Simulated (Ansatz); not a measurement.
**InSb (zinc blende), frozen-phonon scan**

Relaxed InSb (zinc blende):

```yaml
crystal:
  lattice:
    - [0.00000, 6.63495, 6.63495]
    - [3.31748, 3.31748, 6.63495]
    - [3.31748, 3.31748, 0.00000]
  atoms:
    - { symbol: Sb, position: [0.00000, 0.75000, 0.75000] }
    - { symbol: Sb, position: [0.50000, 0.75000, 0.75000] }
    - { symbol: In, position: [0.00000, 0.00000, 0.00000] }
    - { symbol: In, position: [0.50000, 0.00000, 0.00000] }
```

A phonon eigenvector at X = (0.5, 0.5, 0.0) is frozen into this cell: atom i moves by Q times the vector below, so Q is the largest atomic displacement, in Å. The cell is held. (q is in reciprocal vectors of the primitive cell; the cell shown is doubled to hold the pattern.)

```
atom      x      y       z
----  -----  -----  ------
Sb1   0.000  0.000  -1.000
Sb2   0.000  0.000   1.000
```

Atoms not listed stay in place.

All values below come from PBE (plane waves to 420 eV, PAW, scalar-relativistic; Ansatz, a first-principles code). k mesh 12×12×12 (Γ-centred), Fermi-Dirac smearing 0.05 eV. Energies are smeared free energies. Stress and pressure are positive under compression. With partly filled bands, energies and forces of such displacements shift with the k mesh and the smearing. At this level the bands of InSb touch or barely overlap; measurements give the solid a gap. InSb was relaxed with its symmetry unable to fall. Spin-orbit coupling is left out, though Sb is heavy. The PAW data are Ansatz's earlier set. The zero of ΔE is the undisplaced structure.

| Q (Å) | ΔE (meV/cell) | P (GPa) | −dE/dQ from forces (eV/Å) |
|---|---|---|---|
| -0.280 | 610 | 1.4 | 4.278 |
| -0.233 | 426 | 1.0 | 3.607 |
| -0.187 | 274 | 0.6 | 2.913 |
| -0.140 | 155 | 0.4 | 2.200 |
| -0.093 | 69 | 0.2 | 1.473 |
| -0.047 | 17 | 0.0 | 0.739 |
| 0.000 | 0 | 0.0 | 0.000 |
| 0.047 | 17 | 0.0 | -0.739 |
| 0.093 | 69 | 0.2 | -1.473 |
| 0.140 | 155 | 0.4 | -2.200 |
| 0.187 | 274 | 0.6 | -2.913 |
| 0.233 | 426 | 1.0 | -3.607 |
| 0.280 | 610 | 1.4 | -4.278 |

Read from the data:

| Quantity | Value |
|---|---|
| Energy at Q = 0.280 Å | 610 meV/cell |
| Space group of the distorted cell | P-4m2 (No. 115), lowered from F-43m |
| Symmetry of the curve | even: the same for both signs |
| Shape of the curve | a single well with its minimum at or next to zero displacement |
| Harmonic wavenumber from the curvature (finite differences) | 133 cm⁻¹ |
| Wavenumber by perturbation theory (DFPT, on another k mesh) | 133 cm⁻¹ |

(For displaced atoms, the force is minus the slope of the energy, and its curvature is a force constant, which sets phonon frequencies.)
